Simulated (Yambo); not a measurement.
CdPbF₆ (space group R-3, No. 148), G0W0@PBEsol in Yambo with this input:

```
rim_cut
gw0
dyson
el_el_corr
HF_and_locXC
ppa
em1d
RandQpts= 1000000
RandGvec= 1 Ry
EXXRLvcs= 102 Ry
VXCRLvcs= 408 Ry
Chimod= "HARTREE"
% BndsRnXp
 5 | 194 |
%
NGsBlkXp= 7 Ry
% LongDrXp
 1.0 | 1.0 | 1.0 |
%
PPAPntXp= 27.2114 eV
% GbndRnge
 1 | 194 |
%
GTermKind= "BG"
DysSolver= "n"
ExtendOut
```

On a 2×2×2 mesh, with wavefunctions cut at 102 Ry, the gap (Γ → Γ) is 4.864 eV and the valence edge shifts by -1.468 eV.

### Question
What happens with this change: exchange cut at 10 Ry?

### Answer
The gap falls by 1.720 eV, to 3.144 eV; the shift of the valence edge becomes 1.775 eV. Neither run is shown to be the converged limit. In the run with 194 bands and a 7 Ry block, which covers more k points, the smallest G0W0 gap is 4.83 eV, F → Γ.

The standard potential for Pb keeps a d shell in the valence without the s and p states of that shell. In tests on such compounds this moved G0W0 gaps by up to about 0.9 eV, so absolute quasiparticle energies here are unreliable; differences between settings are what counts.

Spin-orbit coupling is not included.

Geometry of the Materials Project entry, not relaxed at this level; primitive cell a = b = c = 5.9542 Å, α = β = γ = 52.72°.

The structure is a Materials Project entry; no match was found in the copy of COD used, and its stability was not checked.

A shift is the quasiparticle energy of the state minus its PBEsol energy.
